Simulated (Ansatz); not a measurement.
The following input was run with Ansatz 0.2.0.

```yaml
crystal:
  lattice:
    - [3.8514612489, 0.0, 0.0]
    - [-1.9257306244, 3.3354632832, 0.0]
    - [0.0, 0.0, 26.0064672945]
  atoms:
    - { symbol: Si, position: [0.0, 0.0, 0.2883898038] }
    - { symbol: Ni, position: [0.6666666667, 0.3333333333, 0.3186198318] }
    - { symbol: Si, position: [0.3333333333, 0.6666666667, 0.3488498598] }
    - { symbol: Si, position: [0.6666666667, 0.3333333333, 0.4093099159] }
    - { symbol: Ni, position: [0.3333333333, 0.6666666667, 0.4395399439] }
    - { symbol: Si, position: [0.0, 0.0, 0.469769972] }
    - { symbol: Si, position: [0.3333333333, 0.6666666667, 0.530230028] }
    - { symbol: Ni, position: [0.0, 0.0, 0.5604600561] }
    - { symbol: Si, position: [0.6666666667, 0.3333333333, 0.5906900841] }
    - { symbol: Si, position: [0.0, 0.0, 0.6511501402] }
    - { symbol: Ni, position: [0.6666666667, 0.3333333333, 0.6813801682] }
    - { symbol: Si, position: [0.3333333333, 0.6666666667, 0.7116101962] }
basis:
  ecutwfc: 420
kpoints:
  mp_grid: { grid: [9, 9, 1] }
hamiltonian:
  xc: pbe
scf:
  occupations: { method: gaussian, width: 0.1 }
output:
  forces: true
  eigenvalues: true
  write_density: true
  write_potential: true
  elf: true
  volumetric_format: npy
relax:
  adjacent_minimum: "off"
  f_tol: 0.02
  max_steps: 60
efield:
  axis: 3
  dipole_correction: true
  ramp_width: 0.04
```

Launched with
```bash
ansatz run input.yaml --threads 4 --pin off --max-ram 8192MiB --backend cpu --events-out ev --progress --plain --runs-dir out
```

Theory: Ansatz, DFT PBE, scalar-relativistic, plane waves, PAW.

Part of what the program printed, abridged:

```
Pseudopotentials: kind: paw
Pseudopotential: Si, paw, valence charge 4, recommended cutoff 420 eV (normal)
Pseudopotential: Ni, paw, valence charge 18, recommended cutoff 420 eV (normal)
Functional definition: PBE
Crystal: 12 atoms, lattice volume = 334.090 Å³
Basis set: ecut = 420 eV, 6555 PW (Γ), exchange–correlation on 54×54×360 points (8 copies of the dense FFT grid, shifted against one another)
Bands: 64, of which v1, the nominal top of the filled ones, is band 52 counted from 1 (51 counted from 0)
Symmetry: 6 space group operations
k-points: 12 of 81 (time reversal used)
Initial density: superposition of atomic densities (neutral atoms: chi_scale 0, normalization atom), corrected by the library's trained network
Initial wavefunctions: pseudopotential atomic-orbital guess
Functional: x = pbe(κ = 0.804, μ = 0.21951497), c = pbe(β = 0.06672455)
SCF iter   1: F=—  HF=-28447.945365 eV  |F-HF|=—  |Δ(HF+E_count)|=         —  Δρ=8.19e-3  dr2=5.19e-1  ethr=1.77e-3  p= 0.000 e·Å  D=-8.51e-15 V/Å  ΔV_dip=0.00 eV  dr2_dipole=7.90e-8  V_vac-E_F(+/−)=4.36/4.36 eV  ⟨swp⟩=10.5  Hψ=4113  notcnv=0  defer=2
efield: sawtooth ramp at fractional position 0.9800 (placed from the atoms, in the widest stretch of the axis that holds none; the zero of the levels goes with the place), width 0.0400; the density the first Hamiltonian is built on has a dipole p =  0.000 e·Å; the dipole correction subtracts the counter field D = -8.51e-15 V/Å, which shifts the + side's vacuum level by +0.00 eV against the − side's; the planar-averaged density in the ramp window peaks in size at 9.3e-6 e/Å³
SCF iter   2: F=—  HF=-28447.926276 eV  |F-HF|=—  |Δ(HF+E_count)|=   1.91e-2  Δρ=3.27e-3  dr2=4.89e-2  ethr=4.99e-4  p=0.000 e·Å  D=3.37e-5 V/Å  ΔV_dip= 0.00 eV  dr2_dipole=5.92e-7  V_vac-E_F(+/−)=4.48/4.48 eV  ⟨swp⟩=2.2  Hψ=972  notcnv=0  defer=57
SCF iter   3: F=—  HF=-28447.926882 eV  |F-HF|=—  |Δ(HF+E_count)|=   6.06e-4  Δρ=3.65e-3  dr2=3.09e-2  ethr=4.70e-5  p=0.000 e·Å  D=1.00e-5 V/Å  ΔV_dip= 0.00 eV  dr2_dipole=3.45e-8  V_vac-E_F(+/−)=4.49/4.49 eV  ⟨swp⟩=2.4  Hψ=1406  notcnv=0  defer=57
SCF iter   4: F=—  HF=-28447.923433 eV  |F-HF|=—  |Δ(HF+E_count)|=   3.45e-3  Δρ=5.37e-4  dr2=1.44e-3  ethr=2.97e-5  p=0.000 e·Å  D=7.63e-6 V/Å  ΔV_dip= 0.00 eV  dr2_dipole=2.39e-8  V_vac-E_F(+/−)=4.49/4.49 eV  ⟨swp⟩=2.1  Hψ=940  notcnv=0  defer=57
SCF iter   5: F=—  HF=-28447.923567 eV  |F-HF|=—  |Δ(HF+E_count)|=   1.34e-4  Δρ=6.22e-5  dr2=1.19e-5  ethr=1.38e-6  p=0.000 e·Å  D=8.56e-7 V/Å  ΔV_dip= 0.00 eV  dr2_dipole=1.66e-9  V_vac-E_F(+/−)=4.50/4.50 eV  ⟨swp⟩=2.3  Hψ=1155  notcnv=0  defer=56
SCF iter   6: F=-28447.923609 eV  HF=-28447.923605 eV  |F-HF|=4.14e-6  |Δ(HF+E_count)|=   3.77e-5  Δρ=2.31e-5  dr2=1.71e-6  ethr=9.62e-9  p=0.000 e·Å  D=3.08e-7 V/Å  ΔV_dip= 0.00 eV  dr2_dipole=2.72e-11  V_vac-E_F(+/−)=4.50/4.50 eV  ⟨swp⟩=23.8  Hψ=9462  notcnv=0
SCF iter   7: F=-28447.923609 eV  HF=-28447.923609 eV  |F-HF|=4.25e-9  |Δ(HF+E_count)|=   4.30e-6  Δρ=1.96e-5  dr2=1.08e-6  ethr=1.65e-9  p=0.000 e·Å  D=2.05e-7 V/Å  ΔV_dip= 0.00 eV  dr2_dipole=1.20e-12  V_vac-E_F(+/−)=4.50/4.50 eV  ⟨swp⟩=12.4  Hψ=7029  notcnv=0
SCF iter   8: F=-28447.923610 eV  HF=-28447.923610 eV  |F-HF|=1.45e-7  |Δ(HF+E_count)|=   7.54e-7  Δρ=4.81e-6  dr2=5.34e-8  ethr=1.03e-9  p=0.000 e·Å  D=2.08e-7 V/Å  ΔV_dip= 0.00 eV  dr2_dipole=1.06e-11  V_vac-E_F(+/−)=4.50/4.50 eV  ⟨swp⟩=11.5  Hψ=6710  notcnv=0
SCF 1 converged in 8 iterations: F = -28447.923610 eV  dr2 = 5.34e-8
relax step   1: F+E_penalty+E_count = -28447.92360987 eV  Δ(F+E_penalty+E_count) = +0.000e0 eV  max|allowed force component| = 6.924e-1 eV/Å  Δτ_max = 0.0000 Å  (8 SCF iters, dr2 threshold 1.00e-5 eV, accepted)
Initial density: handed on by an earlier stage of this run
Initial wavefunctions: those handed on with the density
SCF iter   1: F=—  HF=-28448.023156 eV  |F-HF|=—  |Δ(HF+E_count)|=         —  Δρ=3.24e-3  dr2=3.96e-2  ethr=3.84e-5  p=0.000 e·Å  D=2.08e-7 V/Å  ΔV_dip= 0.00 eV  dr2_dipole=5.76e-13  V_vac-E_F(+/−)=4.48/4.48 eV  ⟨swp⟩=2.0  Hψ=2756  notcnv=0  defer=55
efield: sawtooth ramp at fractional position 0.9800 (handed on by an earlier solve), width 0.0400; the density the first Hamiltonian is built on has a dipole p = 0.000 e·Å; the dipole correction subtracts the counter field D = 2.08e-7 V/Å, which shifts the + side's vacuum level by  0.00 eV against the − side's; the planar-averaged density in the ramp window peaks in size at 6.7e-6 e/Å³
SCF iter   2: F=—  HF=-28448.026123 eV  |F-HF|=—  |Δ(HF+E_count)|=   2.97e-3  Δρ=3.78e-3  dr2=4.79e-2  ethr=3.81e-5  p=0.000 e·Å  D=2.67e-7 V/Å  ΔV_dip= 0.00 eV  dr2_dipole=6.30e-11  V_vac-E_F(+/−)=4.49/4.49 eV  ⟨swp⟩=2.0  Hψ=1202  notcnv=0  defer=55
SCF iter   3: F=—  HF=-28448.020691 eV  |F-HF|=—  |Δ(HF+E_count)|=   5.43e-3  Δρ=1.80e-3  dr2=7.07e-3  ethr=3.81e-5  p=0.000 e·Å  D=7.91e-9 V/Å  ΔV_dip= 0.00 eV  dr2_dipole=4.45e-12  V_vac-E_F(+/−)=4.52/4.52 eV  ⟨swp⟩=2.0  Hψ=1115  notcnv=0  defer=55
SCF iter   4: F=—  HF=-28448.019947 eV  |F-HF|=—  |Δ(HF+E_count)|=   7.44e-4  Δρ=2.05e-4  dr2=3.60e-4  ethr=6.79e-6  p=0.000 e·Å  D=6.24e-9 V/Å  ΔV_dip= 0.00 eV  dr2_dipole=5.58e-12  V_vac-E_F(+/−)=4.54/4.54 eV  ⟨swp⟩=2.0  Hψ=970  notcnv=0  defer=55
SCF iter   5: F=-28448.019900 eV  HF=-28448.019902 eV  |F-HF|=2.57e-6  |Δ(HF+E_count)|=   4.49e-5  Δρ=6.04e-5  dr2=1.61e-5  ethr=2.88e-8  p=0.000 e·Å  D=8.61e-9 V/Å  ΔV_dip= 0.00 eV  dr2_dipole=9.27e-13  V_vac-E_F(+/−)=4.54/4.54 eV  ⟨swp⟩=25.2  Hψ=10354  notcnv=0
SCF 2 converged in 5 iterations: F = -28448.019900 eV  dr2 = 1.61e-5
relax step   2: F+E_penalty+E_count = -28448.01989978 eV  Δ(F+E_penalty+E_count) = -9.629e-2 eV  max|allowed force component| = 1.819e-1 eV/Å  Δτ_max = 0.0940 Å  (5 SCF iters, dr2 threshold 3.00e-5 eV, accepted)
SCF iter   1: F=—  HF=-28448.027113 eV  |F-HF|=—  |Δ(HF+E_count)|=         —  Δρ=9.39e-4  dr2=2.24e-3  ethr=2.91e-5  p=0.000 e·Å  D=8.60e-9 V/Å  ΔV_dip= 0.00 eV  dr2_dipole=4.88e-13  V_vac-E_F(+/−)=4.53/4.53 eV  ⟨swp⟩=3.0  Hψ=1572  notcnv=0  defer=59
efield: sawtooth ramp at fractional position 0.9800 (handed on by an earlier solve), width 0.0400; the density the first Hamiltonian is built on has a dipole p = 0.000 e·Å; the dipole correction subtracts the counter field D = 8.60e-9 V/Å, which shifts the + side's vacuum level by  0.00 eV against the − side's; the planar-averaged density in the ramp window peaks in size at 6.7e-6 e/Å³
SCF iter   2: F=—  HF=-28448.027163 eV  |F-HF|=—  |Δ(HF+E_count)|=   5.09e-5  Δρ=9.78e-4  dr2=3.12e-3  ethr=2.16e-6  p= 0.000 e·Å  D=-1.12e-7 V/Å  ΔV_dip=0.00 eV  dr2_dipole=1.26e-11  V_vac-E_F(+/−)=4.54/4.54 eV  ⟨swp⟩=3.3  Hψ=1719  notcnv=0  defer=59
SCF iter   3: F=—  HF=-28448.026838 eV  |F-HF|=—  |Δ(HF+E_count)|=   3.26e-4  Δρ=7.18e-4  dr2=1.16e-3  ethr=2.16e-6  p= 0.000 e·Å  D=-8.03e-8 V/Å  ΔV_dip=0.00 eV  dr2_dipole=6.98e-12  V_vac-E_F(+/−)=4.55/4.55 eV  ⟨swp⟩=2.0  Hψ=1073  notcnv=0  defer=59
SCF iter   4: F=—  HF=-28448.026696 eV  |F-HF|=—  |Δ(HF+E_count)|=   1.42e-4  Δρ=8.47e-5  dr2=9.38e-5  ethr=1.11e-6  p= 0.000 e·Å  D=-1.53e-8 V/Å  ΔV_dip=0.00 eV  dr2_dipole=3.92e-12  V_vac-E_F(+/−)=4.55/4.55 eV  ⟨swp⟩=2.0  Hψ=922  notcnv=0  defer=59
SCF iter   5: F=—  HF=-28448.026678 eV  |F-HF|=—  |Δ(HF+E_count)|=   1.72e-5  Δρ=1.83e-5  dr2=3.96e-6  ethr=9.02e-8  p=0.000 e·Å  D=3.04e-9 V/Å  ΔV_dip= 0.00 eV  dr2_dipole=7.20e-14  V_vac-E_F(+/−)=4.55/4.55 eV  ⟨swp⟩=2.1  Hψ=1112  notcnv=0  defer=59
SCF iter   6: F=-28448.026679 eV  HF=-28448.026679 eV  |F-HF|=3.65e-7  |Δ(HF+E_count)|=   6.01e-7  Δρ=1.50e-5  dr2=5.08e-7  ethr=1.99e-9  p= 0.000 e·Å  D=-2.22e-8 V/Å  ΔV_dip=0.00 eV  dr2_dipole=1.25e-12  V_vac-E_F(+/−)=4.55/4.55 eV  ⟨swp⟩=22.5  Hψ=8856  notcnv=0
SCF 3 converged in 6 iterations: F = -28448.026679 eV  dr2 = 5.08e-7
relax step   3: F+E_penalty+E_count = -28448.02667856 eV  Δ(F+E_penalty+E_count) = -6.779e-3 eV  max|allowed force component| = 2.632e-2 eV/Å  Δτ_max = 0.0227 Å  (6 SCF iters, dr2 threshold 2.07e-6 eV, accepted)
SCF iter   1: F=—  HF=-28448.026879 eV  |F-HF|=—  |Δ(HF+E_count)|=         —  Δρ=1.45e-4  dr2=1.02e-4  ethr=4.83e-7  p= 0.000 e·Å  D=-2.22e-8 V/Å  ΔV_dip=0.00 eV  dr2_dipole=1.39e-11  V_vac-E_F(+/−)=4.55/4.55 eV  ⟨swp⟩=3.2  Hψ=1629  notcnv=0
efield: sawtooth ramp at fractional position 0.9800 (handed on by an earlier solve), width 0.0400; the density the first Hamiltonian is built on has a dipole p =  0.000 e·Å; the dipole correction subtracts the counter field D = -2.22e-8 V/Å, which shifts the + side's vacuum level by +0.00 eV against the − side's; the planar-averaged density in the ramp window peaks in size at 5.6e-6 e/Å³
SCF iter   2: F=—  HF=-28448.026869 eV  |F-HF|=—  |Δ(HF+E_count)|=   1.06e-5  Δρ=7.54e-5  dr2=9.72e-5  ethr=9.84e-8  p=0.000 e·Å  D=4.77e-8 V/Å  ΔV_dip= 0.00 eV  dr2_dipole=4.15e-11  V_vac-E_F(+/−)=4.54/4.54 eV  ⟨swp⟩=3.2  Hψ=1659  notcnv=0
SCF iter   3: F=—  HF=-28448.026827 eV  |F-HF|=—  |Δ(HF+E_count)|=   4.21e-5  Δρ=1.40e-5  dr2=1.30e-6  ethr=9.35e-8  p= 0.000 e·Å  D=-3.43e-8 V/Å  ΔV_dip=0.00 eV  dr2_dipole=4.49e-12  V_vac-E_F(+/−)=4.55/4.55 eV  ⟨swp⟩=2.0  Hψ=1097  notcnv=0
SCF iter   4: F=—  HF=-28448.026827 eV  |F-HF|=—  |Δ(HF+E_count)|=   3.82e-9  Δρ=1.10e-5  dr2=2.89e-7  ethr=1.25e-9  p= 0.000 e·Å  D=-4.33e-8 V/Å  ΔV_dip=0.00 eV  dr2_dipole=1.04e-11  V_vac-E_F(+/−)=4.55/4.55 eV  ⟨swp⟩=2.6  Hψ=1243  notcnv=0
SCF iter   5: F=-28448.026827 eV  HF=-28448.026827 eV  |F-HF|=4.91e-8  |Δ(HF+E_count)|=   6.74e-8  Δρ=4.66e-6  dr2=5.94e-8  ethr=9.62e-11  p=0.000 e·Å  D=8.31e-9 V/Å  ΔV_dip= 0.00 eV  dr2_dipole=6.57e-17  V_vac-E_F(+/−)=4.55/4.55 eV  ⟨swp⟩=18.8  Hψ=7003  notcnv=0
SCF 4 converged in 5 iterations: F = -28448.026827 eV  dr2 = 5.94e-8
relax step   4: F+E_penalty+E_count = -28448.02682682 eV  Δ(F+E_penalty+E_count) = -1.483e-4 eV  max|allowed force component| = 4.488e-3 eV/Å  Δτ_max = 0.0025 Å  (5 SCF iters, accepted)
SCF converged after 5 iterations
Free energy (F): -28448.026827 eV
Harris-Foulkes:  -28448.026827 eV  (|F-HF|=4.91e-8)
Internal energy: -28448.011582 eV  (E = F + TS)
E sigma→0 (E₀):  -28448.019204 eV
Entropy (-TS):   -0.015245 eV (-1.270 meV/atom)
Fermi energy:    3.824489 eV
Dipole field:    D =  0.000000 V/Å  (p =  0.000000 e·Å, saw-weighted, corrected)
Work function:   Φ+ = 4.5473 eV   Φ− = 4.5473 eV
Levels:          The Fermi level and band energies are counted from a zero that moves with the ramp; work functions are not
--- Per-component energies (eV) ---
  E_band       = -2324.877772
  E_kinetic    = 1469.809833
  E_local      = -111838.995145  (includes V_loc(G=0)·N_el)
  E_nonlocal   = 2721.664285
  E_hartree    = 54123.377814
  E_xc         = -790.817148
  E_vxc        = -825.261730  (∫ρ·V_xc dr)
  E_paw        = -10607.396758  (= ΣΔE_a)
  E_vpaw       = -2098.921089  (= ΣTr[D̂ρ^β])
  E_aug_tail   = 0.002171  (compensation charges beyond the density's cutoff)
  E_efield     = 0.000000  (sawtooth field / dipole correction)
  E_vefield    =  0.000000  (∫n·V_field dr)
  E_ewald      = 36474.343366
  E_smearing   = -0.015245  (= −TS)
--- Forces (eV/Å), atoms counted from 1 ---
  atom   1  Si     0.00000000     0.00000000     0.00312532
  atom   2  Ni     0.00000000     0.00000000     0.00051987
  atom   3  Si     0.00000000     0.00000000    -0.00285327
  atom   4  Si     0.00000000     0.00000000    -0.00309208
  atom   5  Ni     0.00000000     0.00000000     0.00448794
  atom   6  Si     0.00000000     0.00000000     0.00053668
  atom   7  Si     0.00000000     0.00000000    -0.00053690
  atom   8  Ni     0.00000000     0.00000000    -0.00448800
  atom   9  Si     0.00000000     0.00000000     0.00309169
  atom  10  Si     0.00000000     0.00000000     0.00285308
  atom  11  Ni     0.00000000     0.00000000    -0.00051925
  atom  12  Si     0.00000000     0.00000000    -0.00312477
--- Band table (eV; the first three rows and the last of 12) ---
  k-point 0: bands = ["-100.6920", "-100.6920", "-100.3715", "-100.3715", "-61.0916", "-61.0912", "-61.0826", "-61.0826", "-61.0826", "-61.0826", "-60.8128", "-60.8128", "-60.8128", "-60.8128", "-60.6807", "-60.6807", "-9.5960", "-9.0148", "-8.0999", "-6.9133", "-4.9448", "-3.2896", "-1.9136", "-1.1197", "-1.1197", "-0.9318", "-0.9318", "-0.7550", "-0.7550", "-0.7290", "-0.7290", "0.0214", "0.0922", "0.4453", "0.4453", "0.4951", "0.4951", "0.5623", "0.8396", "0.8396", "0.9074", "0.9074", "1.6117", "2.8865", "2.8865", "2.9922", "3.7437", "3.7437", "4.3544", "4.6134", "4.6134", "4.9318", "5.2192", "5.4751", "5.5760", "5.5760", "5.6859", "5.8905", "5.8905", "5.9315", "5.9315", "6.4986", "6.4986 ...
  k-point 1: bands = ["-100.6920", "-100.6920", "-100.3715", "-100.3715", "-61.0916", "-61.0912", "-61.0827", "-61.0827", "-61.0827", "-61.0826", "-60.8129", "-60.8129", "-60.8129", "-60.8129", "-60.6806", "-60.6806", "-9.4366", "-8.8569", "-7.9451", "-6.7574", "-4.8427", "-3.2478", "-2.0068", "-1.4702", "-1.1394", "-1.1023", "-0.9505", "-0.9088", "-0.8665", "-0.7024", "-0.6210", "0.0804", "0.1558", "0.2657", "0.3224", "0.4080", "0.5238", "0.5349", "0.8316", "0.8569", "0.9054", "0.9364", "1.5324", "2.1303", "2.5143", "2.7239", "3.0746", "3.2717", "3.3516", "4.1225", "4.3193", "4.4368", "4.7586", "5.0732", "5.0985", "5.4719", "5.6062", "5.9346", "6.2746", "6.4716", "6.7396", "7.0132", "7.1162 ...
  k-point 2: bands = ["-100.6920", "-100.6920", "-100.3715", "-100.3715", "-61.0916", "-61.0912", "-61.0829", "-61.0829", "-61.0827", "-61.0827", "-60.8131", "-60.8131", "-60.8129", "-60.8129", "-60.6806", "-60.6806", "-8.9627", "-8.3883", "-7.4882", "-6.3017", "-4.5840", "-3.3089", "-2.5721", "-2.2343", "-1.7710", "-1.2966", "-1.0395", "-1.0248", "-0.8319", "-0.5651", "-0.5197", "-0.3545", "-0.1291", "0.1831", "0.2386", "0.3982", "0.5132", "0.5625", "0.8143", "0.8869", "0.9000", "0.9702", "1.1957", "1.6397", "1.7078", "1.8855", "2.1956", "2.4979", "2.5431", "3.1237", "3.2091", "3.8270", "3.9648", "4.3357", "4.7869", "5.2186", "5.9764", "6.3605", "6.4287", "6.6294", "6.9889", "7.1372", "7.82 ...
  k-point 11: bands = ["-100.6920", "-100.6920", "-100.3715", "-100.3715", "-61.0914", "-61.0914", "-61.0831", "-61.0831", "-61.0831", "-61.0830", "-60.8133", "-60.8133", "-60.8133", "-60.8133", "-60.6806", "-60.6806", "-5.6952", "-5.6952", "-5.5570", "-5.3436", "-5.1787", "-5.1787", "-4.4617", "-4.4617", "-2.7776", "-2.3782", "-2.3782", "-1.9459", "-1.3231", "-1.3231", "-1.0476", "-0.3267", "-0.3267", "-0.0678", "-0.0109", "-0.0109", "0.2862", "0.5610", "0.5610", "0.6091", "0.7032", "0.7032", "0.9953", "0.9953", "1.0749", "1.0864", "1.0864", "1.0894", "1.7827", "1.7827", "2.7283", "2.9101", "3.4921", "3.4921", "5.2665", "5.2807", "5.2807", "6.6696", "6.6696", "7.7324", "8.2773", "8.2773", " ...
--- Relaxed structure (4 steps of the walk, 4 accepted, 0 SCFs on fresh bases) ---
  F+E_penalty+E_count = -28448.02682682 eV   max|allowed force component| = 4.488e-3 eV/Å
  atoms:
    - { symbol: Si, position: [0.0, 0.0, 0.29277946] }
    - { symbol: Ni, position: [0.66666666, 0.33333333, 0.31981935] }
    - { symbol: Si, position: [0.33333333, 0.66666666, 0.34783427] }
    - { symbol: Si, position: [0.66666666, 0.33333333, 0.40900755] }
    - { symbol: Ni, position: [0.33333333, 0.66666666, 0.43913224] }
    - { symbol: Si, position: [0.0, 0.0, 0.47019341] }
    - { symbol: Si, position: [0.33333333, 0.66666666, 0.52980658] }
    - { symbol: Ni, position: [0.0, 0.0, 0.56086775] }
    - { symbol: Si, position: [0.66666666, 0.33333333, 0.59099244] }
    - { symbol: Si, position: [0.0, 0.0, 0.65216572] }
    - { symbol: Ni, position: [0.66666666, 0.33333333, 0.68018064] }
    - { symbol: Si, position: [0.33333333, 0.66666666, 0.70722053] }
```

The relaxation met its thresholds.

The run took 43 s on 4 threads of Arm Neoverse V1, on a shared host, peak memory 0.87 GiB.